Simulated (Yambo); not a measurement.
# Excitons in AgNO3

```
CELL_PARAMETERS angstrom
      2.57619     1.48736     5.44173
     -2.57619     1.48736     5.44173
      0.00000    -2.97473     5.44173
ATOMIC_POSITIONS crystal
  N  0.77698 0.77698 0.77698
  N  0.27698 0.27698 0.27698
  O  0.48858 0.00823 0.33590
  O  0.00823 0.33590 0.48858
  O  0.33590 0.48858 0.00823
  O  0.83590 0.50823 0.98858
  O  0.98858 0.83590 0.50823
  O  0.50823 0.98858 0.83590
  Ag 0.00345 0.00345 0.00345
  Ag 0.50345 0.50345 0.50345
```

The geometry is that of Materials Project entry mp-552185, symmetrised and not relaxed again.

BSE in Yambo on PBEsol (pw.x of Quantum ESPRESSO, ONCV potentials, scalar-relativistic) bands: 4×4×4 mesh, 20 valence and 6 conduction bands, static screening with 87 bands and a 3 Ry block, scissor 2.47 eV, Tamm-Dancoff; field along x.

| state | energy (eV) | states within 2 meV | relative strength | class | main transitions |
|---|---|---|---|---|---|
| 1 | 3.04 | 1 | < 0.01 | dark | several band pairs |
| 2 | 3.12 | 1 | < 0.01 | dark | several band pairs |
| 3 | 3.49 | 2 | 0.19 | strong | several band pairs |
| 4 | 3.76 | 2 | < 0.01 | weak | several band pairs |
| 5 | 3.90 | 2 | 0.52 | strong | several band pairs |
| 6 | 3.94 | 2 | 1.00 | strong | several band pairs |
| 7 | 3.99 | 2 | < 0.01 | weak | several band pairs |
| 8 | 4.03 | 2 | 0.01 | weak | several band pairs |
| 9 | 4.10 | 2 | < 0.01 | dark | several band pairs |
| 10 | 4.12 | 1 | < 0.01 | dark | several band pairs |

These are vertical excitations (zero momentum); the indirect quasiparticle gap, about 4.08 eV, is smaller than the direct one (4.37 eV on the GW mesh). The direct quasiparticle gap on this mesh is 4.37 eV; counted from there, state 1 is bound by 1.33 eV. On a 2×2×2 mesh the same difference is 1.24 eV.

Spin singlets only. Strengths are relative to the strongest of the lowest states of this run; strong means a line over 3 % of the spectrum's maximum, dark under 0.03 %. Absolute energies carry the error of the G0W0 scissor, whose convergence isn't established; the long-wavelength screening was taken along (1,1,1) although the crystal is anisotropic.

Spin-orbit splittings are left out.

The structure is a Materials Project entry; no match was found in the copy of COD used, and its stability was not checked.
